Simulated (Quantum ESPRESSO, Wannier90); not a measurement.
**Tight-binding from DFT: MgO (rock salt)**

```yaml
crystal:
  lattice:
    - [0.00000, 2.09700, 2.09700]
    - [2.09700, 0.00000, 2.09700]
    - [2.09700, 2.09700, 0.00000]
  atoms:
    - { symbol: Mg, position: [0.00000, 0.00000, 0.00000] }
    - { symbol: O, position: [0.50000, 0.50000, 0.50000] }
```

Materials Project entry mp-1265; symmetrised, unrelaxed at this level. COD (Crystallography Open Database) has an entry of this formula and space group (matched by these alone). Level: LDA, no spin polarisation, no spin-orbit coupling; pw.x of Quantum ESPRESSO at 68 Ry with PseudoDojo potentials, 12×12×12 k-points, Wannier90. Density: 12×12×12 mesh, cold smearing 0.01 Ry.

Base run: 8 functions from bands 5-19 of the 19 computed, start hydrogen-like Mg: s;p; O: s;p, frozen window up to 6.31 eV relative to the valence-band maximum, outer window open. One setting was then changed (edges relative to the valence-band maximum; misfit to pw.x on a path, for states up to 5.8 eV relative to the valence-band maximum).

```tsv
run	Ω_I (Å²)	rms misfit (meV)	worst (meV)
base	5.42	0.5	2.6
changed	8.90	0.8	4.5
```

Problem. Which change was made?
(A) no frozen window
(B) outer window to 20.86 eV
(C) frozen window to 5.31 eV
(D) frozen window to 8.31 eV

Solution. B, outer window to 20.86 eV. The others give:

| run | Ω_I (Å²) | rms misfit (meV) | worst (meV) |
|---|---|---|---|
| frozen window to 8.31 eV | 5.56 | 1.0 | 4.8 |
| frozen window to 5.31 eV | 5.42 | 0.7 | 8.2 |
| no frozen window | 4.75 | 815 | 1979 |
